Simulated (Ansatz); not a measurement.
Data:

NbIr:
```cif
data_Ir2Nb2
_chemical_formula_sum 'Ir2 Nb2'
_space_group_name_H-M_alt 'P 1'
_space_group_IT_number 1
_cell_length_a 4.55811
_cell_length_b 2.81825
_cell_length_c 4.87185
_cell_angle_alpha 90.000
_cell_angle_beta 90.000
_cell_angle_gamma 90.000
loop_
_space_group_symop_operation_xyz
  'x, y, z'
loop_
_atom_site_label
_atom_site_type_symbol
_atom_site_fract_x
_atom_site_fract_y
_atom_site_fract_z
_atom_site_occupancy
Ir1 Ir 0.25000 0.00000 0.81363 1
Ir2 Ir 0.75000 0.00000 0.18637 1
Nb1 Nb 0.25000 0.50000 0.30788 1
Nb2 Nb 0.75000 0.50000 0.69212 1
```

This is the PBEsol-relaxed structure.

### Question
All from the program Ansatz at the PBEsol level (PAW), unless another level is named. Give the formation energy from the elements (no fitted shifts).

### Answer
-0.50 eV/atom.

### Question
Next, the density of states at the Fermi level?

### Answer
0.91 states/eV per atom (mean over ±0.08 eV).

Space group Pmma. The start of the workflow was typed in or built on a structure type; the Crystallography Open Database copy checked does not list it. COD files the formula under space group No. 123. Whether it is the stable phase at ambient conditions was not checked. Symmetry was held in the PBEsol relaxation; whether a distortion lowers the energy is not shown. No spin polarisation was allowed. The references are the lowest solids computed at this level, not always the standard phases. Scalar-relativistic: spin–orbit coupling is off unless named, which matters more the heavier the elements.

Potentials: the later of the program's two PAW sets.
